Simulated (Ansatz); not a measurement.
Method: PBE, no spin polarisation; PAW, plane waves to 420 eV, 7×7×4 Γ-centred mesh, fermi-dirac occupations (width 0.0805 eV) (Ansatz 0.2.0), atoms fixed.

Computed maps in the lattice plane spanned by a (left to right, 3.80 Å, 12 points from zero) and c (bottom to top, 6.58 Å, 20 points from zero), 90° apart, at height 0.333 along b. The fields are smooth PAW ones with compensation charges, not the true ones near nuclei.

Valence density. Digits on a logarithmic scale: 0 up to 0.03 e/Å³, each further digit a factor of 1.6, 9 from 1.3 e/Å³ up:
```
543333345565
444565444555
457999754444
469999964333
479999974333
479999974343
469999964444
346888643444
234555432333
235676532222
247999742222
359999953333
469999964444
457999754565
445676544565
433343334555
432212234555
432111234555
543212345666
543222345666
```

Question: The cell is Yb$_{2}$SF$_{2}$. Which atoms lie within 0.2 Å of this plane, and where (fractions of a and c)?

Answer: F at (0.33, 0.37), Yb at (0.33, 0.73). The whole cell:
```
CELL_PARAMETERS angstrom
1.90155 3.29358 0.00000
-1.90155 3.29358 0.00000
0.00000 0.00000 6.58112
ATOMIC_POSITIONS crystal
F 0.33330 0.33340 0.37200
F 0.66670 0.66660 0.62800
Yb 0.66670 0.66660 0.26800
Yb 0.33330 0.33340 0.73200
S 0.00000 0.00000 0.00000
```

Origin: a known structure type with other elements, at an estimated volume, so it need not be a known compound. Caveats: no spin polarisation, so a magnetic state may lie lower; f levels without a U or exact exchange are poorly placed.
